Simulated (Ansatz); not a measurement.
La₂O₃:
```
CELL_PARAMETERS angstrom
      3.88272     0.00000     0.00000
     -1.94136     3.36253     0.00000
      0.00000     0.00000     5.95069
ATOMIC_POSITIONS crystal
  La 0.33333 0.66667 0.24398
  La 0.66667 0.33333 0.75602
  O  0.00000 0.00000 0.00000
  O  0.33333 0.66667 0.64659
  O  0.66667 0.33333 0.35341
```

Relaxed with LDA. Special points in fractions of this cell's reciprocal vectors: Γ (0.000, 0.000, 0.000); M (0.500, 0.000, 0.000); K (0.333, 0.333, 0.000); A (0.000, 0.000, 0.500); L (0.500, 0.000, 0.500); H (0.333, 0.333, 0.500).

### Question
List the band energies nearest the valence-band maximum at these points for DFT-LDA in the program Ansatz with PAW potentials.

### Answer
In eV from the valence-band maximum; about four levels below and three above (degenerate sets whole), none deeper than 8.9 eV; points with the same levels are listed once.

```json
[
 {"k": "Γ", "below": "-1.86 -0.50 -0.50 -0.21", "above": "4.26 4.49 4.49"},
 {"k": "M", "below": "-0.78 -0.69 -0.43 -0.35", "above": "3.77 4.71 5.25"},
 {"k": "K", "below": "-0.94 -0.94 -0.92 -0.08", "above": "3.73 4.75 4.75"},
 {"k": "A", "below": "-1.14 -0.95 -0.36 -0.36", "above": "4.67 4.67 4.68"},
 {"k": "L", "below": "-0.99 -0.83 -0.39 -0.01", "above": "4.42 4.60 5.11"},
 {"k": "H", "below": "-0.62 -0.31 -0.31 -0.22", "above": "4.19 4.84 4.98 4.98"}
]
```

Space group P-3m1 (La2O3 or Ni2Al3 type). Symmetry was held in the LDA relaxation; phonons on a q-mesh show no instability. Spin–orbit coupling is left out wherever it is not named.

Potentials: the later of the program's two PAW sets.
